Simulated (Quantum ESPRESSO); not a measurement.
# Cu2Ti2AlWIn2: input and log of a self-consistent run

Simulated, not a measurement. The program is pw.x of Quantum ESPRESSO 7.5 (plane-wave density functional theory). The cell is made up: eight metal atoms on a face-centred cubic lattice, with elements, volume, strain and displacements drawn at random and not relaxed, so it may be unstable or far from any real phase. PseudoDojo standard norm-conserving files set the functional (PBE unless stated); there is no spin polarisation or spin-orbit coupling, the Fermi-Dirac width of 0.25 eV means electrons at about 2900 K, and the masses in the input are unused placeholders. The copper pseudopotential is less sure than most, with forces differing by about three percent and pressure by about two GPa from a second method on plain copper. Heavy elements are run without spin-orbit coupling, which real alloys of them have. A spin test at this wide smearing found no moment, but such smearing suppresses magnetism that the real alloy may have.

Input:

```
&control calculation='scf', pseudo_dir='./dojo.nc.sr.pbe.v0_5.standard.upf', outdir='./o', disk_io='minimal', tprnfor=.true., tstress=.true. /
&system ibrav=0, nat=8, ntyp=5, nbnd=65, ecutwfc=92.02030273, nosym=.true., tot_charge=0,
 occupations='smearing', smearing='fd', degauss=0.0183746611
/
&electrons conv_thr=1.470e-08, electron_maxstep=70, mixing_beta=0.5 /
ATOMIC_SPECIES
Al 1.0 Al.upf
Cu 1.0 Cu.upf
In 1.0 In.upf
Ti 1.0 Ti.upf
W 1.0 W.upf
CELL_PARAMETERS angstrom
2.0232 4.0464 2.0232
2.0232 -4.0464 2.0232
2.0232 0.0 -6.0695
ATOMIC_POSITIONS angstrom
Cu -0.0914 0.05 0.0466
Ti 2.1038 -1.9657 -0.126
Al 2.0793 0.128 -1.9983
W 4.0693 -2.1336 -1.8982
In 2.1394 0.0181 1.9145
In 2.1613 2.0185 -0.2327
Cu 4.0766 -0.0322 -0.124
Ti 4.0644 1.9039 -2.2071
K_POINTS automatic
5 5 4 1 1 1
```

The log is shortened where brackets say so; the opening notice, blank lines, dates and the lines on written files are dropped, and the path of the files is cut. It prints rydbergs, bohrs and kilobars, and counts compression as positive stress. Its total energy is the free energy E - TS of the whole cell.

```
     Program PWSCF v.7.5
     Parallel version (MPI & OpenMP), running on       4 processor cores
     Number of MPI processes:                 4
     Threads/MPI process:                     1
     [start-up lines left out]
     bravais-lattice index     =            0
     lattice parameter (alat)  =       9.3651  a.u.
     unit-cell volume          =     894.1856 (a.u.)^3
     number of atoms/cell      =            8
     number of atomic types    =            5
     number of electrons       =       105.00
     number of Kohn-Sham states=           65
     kinetic-energy cutoff     =      92.0203  Ry
     charge density cutoff     =     368.0812  Ry
     scf convergence threshold =      1.5E-08
     mixing beta               =       0.5000
     number of iterations used =            8  plain     mixing
     Exchange-correlation= PBE
                           (   1   4   3   4   0   0   0)
     [axes and pseudopotential details left out]
   Cartesian axes
     site n.     atom                  positions (alat units)
         1        Cu     tau(   1) = (  -0.0184430   0.0100892   0.0094031  )
         2        Ti     tau(   2) = (   0.4245120  -0.3966457  -0.0254247  )
         3        Al     tau(   3) = (   0.4195683   0.0258283  -0.4032239  )
         4        W      tau(   4) = (   0.8211174  -0.4305252  -0.3830254  )
         5        In     tau(   5) = (   0.4316955   0.0036523   0.3863144  )
         6        In     tau(   6) = (   0.4361146   0.4072999  -0.0469550  )
         7        Cu     tau(   7) = (   0.8225904  -0.0064974  -0.0250211  )
         8        Ti     tau(   8) = (   0.8201287   0.3841755  -0.4453563  )
     number of k points=    50  Fermi-Dirac smearing, width (Ry)=  0.0184
                       cart. coord. in units 2pi/alat
        k(    1) = (   0.2602585   0.0000000  -0.0153095), wk =   0.0400000
        k(    2) = (   0.4133535   0.0000000  -0.1684045), wk =   0.0400000
     [further k points left out]
     Dense  grid:   106653 G-vectors     FFT dimensions: (  60,  60,  75)
     Estimated max dynamical RAM per process >     365.41 MB
     Estimated total dynamical RAM >       1.35 GB
     Initial potential from superposition of free atoms
     starting charge     104.9854, renormalised to     105.0000
     Starting wfcs are   72 randomized atomic wfcs
     total cpu time spent up to now is        4.1 secs
     per-process dynamical memory:   273.3 Mb
     Self-consistent Calculation
     iteration #  1     ecut=    92.02 Ry     beta= 0.50
     Davidson diagonalization with overlap
     ethr =  1.00E-02,  avg # of iterations =  3.0
     total cpu time spent up to now is       12.4 secs
     total energy              =   -1407.90966797 Ry
     estimated scf accuracy    <      15.02726229 Ry
     iteration #  2     ecut=    92.02 Ry     beta= 0.50
     Davidson diagonalization with overlap
     ethr =  1.00E-02,  avg # of iterations =  3.0
     total cpu time spent up to now is       21.6 secs
     total energy              =   -1416.92503522 Ry
     estimated scf accuracy    <      33.59656645 Ry
     iteration #  3     ecut=    92.02 Ry     beta= 0.50
     Davidson diagonalization with overlap
     ethr =  1.00E-02,  avg # of iterations =  2.1
     total cpu time spent up to now is       29.3 secs
     total energy              =   -1418.56531752 Ry
     estimated scf accuracy    <       7.73785325 Ry
     iteration #  4     ecut=    92.02 Ry     beta= 0.50
     Davidson diagonalization with overlap
     ethr =  7.37E-03,  avg # of iterations =  1.8
     total cpu time spent up to now is       36.0 secs
     total energy              =   -1417.80082226 Ry
     estimated scf accuracy    <       4.62366434 Ry
     iteration #  5     ecut=    92.02 Ry     beta= 0.50
     Davidson diagonalization with overlap
     ethr =  4.40E-03,  avg # of iterations =  4.9
     total cpu time spent up to now is       43.5 secs
     total energy              =   -1417.94440884 Ry
     estimated scf accuracy    <       1.31939418 Ry
     [iterations 6 to 14 left out]
     iteration # 15     ecut=    92.02 Ry     beta= 0.50
     Davidson diagonalization with overlap
     ethr =  4.10E-08,  avg # of iterations =  2.0
     total cpu time spent up to now is      122.6 secs
     total energy              =   -1417.94820890 Ry
     estimated scf accuracy    <       0.00000016 Ry
     iteration # 16     ecut=    92.02 Ry     beta= 0.50
     Davidson diagonalization with overlap
     ethr =  1.55E-10,  avg # of iterations =  6.1
     total cpu time spent up to now is      133.2 secs
     total energy              =   -1417.94820911 Ry
     estimated scf accuracy    <       0.00000013 Ry
     iteration # 17     ecut=    92.02 Ry     beta= 0.50
     Davidson diagonalization with overlap
     ethr =  1.26E-10,  avg # of iterations =  1.5
     total cpu time spent up to now is      139.5 secs
     total energy              =   -1417.94820912 Ry
     estimated scf accuracy    <       0.00000003 Ry
     iteration # 18     ecut=    92.02 Ry     beta= 0.50
     Davidson diagonalization with overlap
     ethr =  2.77E-11,  avg # of iterations =  2.4
     total cpu time spent up to now is      146.6 secs
     total energy              =   -1417.94820912 Ry
     estimated scf accuracy    <       0.00000005 Ry
     iteration # 19     ecut=    92.02 Ry     beta= 0.50
     Davidson diagonalization with overlap
     ethr =  2.77E-11,  avg # of iterations =  1.8
     total cpu time spent up to now is      153.0 secs
     End of self-consistent calculation
     [lines on levels left out]
!    total energy              =   -1417.94820912 Ry
     estimated scf accuracy    <          1.1E-09 Ry
     smearing contrib. (-TS)   =      -0.09007068 Ry
     internal energy E=F+TS    =   -1417.85813844 Ry
     The total energy is F=E-TS. E is the sum of the following terms:
     one-electron contribution =    -733.41220879 Ry
     hartree contribution      =     426.34648099 Ry
     xc contribution           =    -243.84605225 Ry
     ewald contribution        =    -866.94635838 Ry
     convergence has been achieved in  19 iterations
     Forces acting on atoms (cartesian axes, Ry/au):
     atom    1 type  2   force =     0.01119255   -0.00896998   -0.00434860
     atom    2 type  4   force =     0.00061283   -0.01064450   -0.01942450
     atom    3 type  1   force =    -0.01046346   -0.07373220   -0.02820535
     atom    4 type  5   force =    -0.01366136    0.03587713   -0.04300754
     atom    5 type  3   force =    -0.01598743   -0.03477432    0.00579256
     atom    6 type  3   force =    -0.01535671    0.02866240    0.06360732
     atom    7 type  2   force =     0.01949377    0.00871331   -0.01063644
     atom    8 type  4   force =     0.02416981    0.05486815    0.03622255
     Total force =     0.149860     Total SCF correction =     0.000155
     Computing stress (Cartesian axis) and pressure
          total   stress  (Ry/bohr**3)                   (kbar)     P=       35.26
   0.00011068  -0.00001560  -0.00002249           16.28       -2.29       -3.31
  -0.00001560   0.00035774   0.00015804           -2.29       52.63       23.25
  -0.00002249   0.00015804   0.00025068           -3.31       23.25       36.88
     init_run     :      3.81s CPU      3.95s WALL (       1 calls)
     electrons    :    148.65s CPU    149.00s WALL (       1 calls)
     forces       :      1.34s CPU      1.34s WALL (       1 calls)
     stress       :      4.60s CPU      4.61s WALL (       1 calls)
     [timing details left out]
     PWSCF        :   2m38.51s CPU   2m39.01s WALL
     JOB DONE.
```

In other units: free energy -19292.168 eV for the cell, pressure 3.53 GPa, largest force component 1.896 eV/Å in size. The run took 161 s of wall time with four MPI processes on a shared machine (AMD EPYC, Zen 5, virtual cores), so the time is rough. A rerun of this cell at a higher cutoff and on a denser mesh moved values by no more than 0.002 eV in energy, 0.03 GPa in stress and 0.005 eV/Å in force, and a second program with other atomic files agreed on that cell to 2 % rms in force and 0.5 GPa in pressure.